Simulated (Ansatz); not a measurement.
A generated cell, not matched to a known phase here, of CsGeBr$_{3}$: Pm-3m (No. 221), cP5, cubic perovskite type; a = b = c = 5.544 Å, α = β = γ = 90.00°; Cs 1a (0.000, 0.000, 0.000); Ge 1b (0.500, 0.500, 0.500); Br 3c (0.000, 0.500, 0.500). All values below come from r2SCAN (plane waves to 500 eV, PAW, scalar-relativistic; Ansatz, an electronic-structure program). Element references, the lowest calculated here: Ge (Fd-3m), Br (Cmce), Cs (Im-3m).

**Question.** Estimate the formation energy of this Pm-3m form of CsGeBr3 from the elements that r2SCAN returns for this input.

**Answer.** -1.22 eV/atom.

A lower structure of this composition may exist.

Static energies, no anion corrections, no zero-point energy. Values are rounded to 0.01 eV/atom. Not shown to be the ambient phase of their composition (a lower form may be missing, and a cell relaxed within its start's symmetry can be a saddle point): CsGeBr3 (Pm-3m). The compounds carry no spin polarisation.
